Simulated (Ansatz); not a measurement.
Cu₃Au (Cu3Au type, Pm-3m) at seven volumes, DFT-LDA in the program Ansatz with PAW potentials, scaled uniformly. One row is withheld.

| V (Å³/atom) | P (GPa) |
|---|---|
| 11.258 | 22.96 |
| 11.629 | 13.86 |
| 12.000 | 6.29 |
| 12.371 | 0.00 |
| 12.743 | ? |
| 13.114 | -9.54 |
| 13.485 | -13.09 |

Fit the shown pressures and predict the withheld one.

Third-order Birch–Murnaghan: P = (3/2)B₀(x^(7/2) − x^(5/2))[1 + (3/4)(B′ − 4)(x − 1)] with x = (V₀/V)^(2/3). Least squares on the six rows gives V₀ = 12.372 Å³/atom, B₀ = 190.3 GPa, B′ = 5.22. At V = 12.743, x = 0.9805 and P = -5.21 GPa. The run itself gave -5.22 GPa.

The LDA relaxation kept the symmetry of its start. No spin polarisation was allowed. Spin–orbit coupling is left out wherever it is not named.

Potentials: the earlier of the program's two PAW sets. The files were generated under PBE; for other functionals the program regenerates the frozen cores, and for LDA and PBEsol the local potential too.
